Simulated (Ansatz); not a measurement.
K₂NiO₂:
```cif
data_K2NiO2
_chemical_formula_sum 'K2 Ni1 O2'
_space_group_name_H-M_alt 'P 1'
_space_group_IT_number 1
_cell_length_a 6.95027
_cell_length_b 6.95027
_cell_length_c 6.95027
_cell_angle_alpha 147.191
_cell_angle_beta 147.191
_cell_angle_gamma 47.081
loop_
_space_group_symop_operation_xyz
  'x, y, z'
loop_
_atom_site_label
_atom_site_type_symbol
_atom_site_fract_x
_atom_site_fract_y
_atom_site_fract_z
_atom_site_occupancy
K1 K 0.65490 0.65490 0.00000 1
K2 K 0.34510 0.34510 0.00000 1
Ni1 Ni 0.00000 0.00000 0.00000 1
O1 O 0.13229 0.13229 0.00000 1
O2 O 0.86771 0.86771 0.00000 1
```
The run is spin-polarised; directions of the spins, atom by atom: 0 0 ↑ ↑ ↑.

Relaxed with r²SCAN.

Q: Tabulate the valence density and the electron localisation function along the shortest K–Ni contact (3.41 Å), the program Ansatz at the r²SCAN level (PAW).

A: 

| distance from K (Å) | density (e/Å³) | ELF |
|---|---|---|
| 0.34 | 4.01 | 0.77 |
| 0.51 | 3.12 | 0.86 |
| 0.68 | 1.88 | 0.88 |
| 0.85 | 0.91 | 0.83 |
| 1.02 | 0.38 | 0.64 |
| 1.19 | 0.16 | 0.23 |
| 1.36 | 0.08 | 0.04 |
| 1.53 | 0.06 | 0.03 |
| 1.70 | 0.07 | 0.08 |
| 1.87 | 0.09 | 0.17 |
| 2.04 | 0.13 | 0.20 |
| 2.21 | 0.20 | 0.17 |
| 2.38 | 0.32 | 0.13 |
| 2.55 | 0.67 | 0.15 |
| 2.72 | 2.11 | 0.23 |
| 2.90 | 7.10 | 0.34 |
| 3.07 | 21.48 | 0.50 |

The density is the valence pseudo-density with augmentation charge, so density and ELF within about 1 Å of a nucleus are not all-electron values.

Space group I4/mmm. The first step of the workflow began from a Materials Project structure, measured or hypothetical; the Crystallography Open Database files this formula in space group No. 139, but the cells were not matched. Its standing as an ambient phase is unchecked. Symmetry was held in the r²SCAN relaxation; whether a distortion lowers the energy is not shown. The final state is ferromagnetic, the only order run, not a proven ground state. The cell computed holds one magnetic atom, so no antiferromagnetic order was within reach. Other orbital occupations within this spin state were not tried. No Hubbard U is applied.

Potentials: the later of the program's two PAW sets.
